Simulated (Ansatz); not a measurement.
**LiInIr: stationary points along a deformation path**

Method: DFT PBEsol, scalar-relativistic, plane waves, PAW in Ansatz. Settings: plane waves to 420 eV, k-mesh 12×12×18 (Γ-centred), Gaussian smearing 0.15 eV. Spin–orbit coupling is left out, which can shift energies with elements as heavy as these. No spin polarisation. Energies are free energies at this smearing, counted from the undisturbed cell; pressure is positive in compression.

Reference structure (relaxed at this level; it needn't be the usual structure):

```
Li In Ir
1.0
     4.27847    0.00000    0.00000
    -2.13924    3.70526    0.00000
     0.00000    0.00000    2.87748
Li In Ir
1 1 1
Direct
  0.00000 0.00000 0.00000
  0.33333 0.66667 0.50000
  0.66667 0.33333 0.00000
```

At fixed volume and fractional coordinates, lengths along (0.000, 0.000, 1.000) are scaled against those across it; ρ is that ratio over its starting value. V = 15.205 Å³/atom. Δσ is the stress along the axis less the mean stress across it (compression positive).

```csv
ρ,ΔE (meV/atom),Δσ (GPa),space group
0.800,244.1,42.66,P-6m2
0.850,117.1,25.12,P-6m2
0.920,28.9,11.19,P-6m2
0.960,6.8,5.33,P-6m2
1.000,0.0,-0.14,P-6m2
1.050,11.0,-6.97,P-6m2
1.100,40.7,-13.12,P-6m2
1.200,141.0,-22.92,P-6m2
1.300,271.2,-26.39,P-6m2
```

How does the stress give the slope of the energy, and where is the energy stationary?

Along the path d ln(length) is 2/3 d ln ρ on the axis and −1/3 d ln ρ across it, so dE/d ln ρ = −(2/3) V Δσ: the energy falls with ρ where Δσ is positive. Δσ vanishes or changes sign between ρ = 0.960 and 1.000, a minimum (near 1.00 by linear interpolation). Pairs of stationary points between two samples would go unseen, and could change a minimum read from distant neighbours into a maximum.

Integrate that slope from ρ = 1 to 1.200 by the trapezoid rule.

With V/N in Å³ and 1 eV/Å³ = 160.2 GPa the slopes at ρ = 1.000, 1.050, 1.100, 1.200 are 9, 441, 830, 1450 meV/atom per unit of ln ρ. The steps add 11.0 + 29.6 + 99.2 = 139.8 meV/atom, against 141.0 from the energies; the trapezoid rule misses the curvature of the slope within each step.

In a metal these slopes depend on the k mesh and the smearing.

Cost: 9 runs of about 2.8 core-minutes in all, on Arm Neoverse V1 (shared hosts).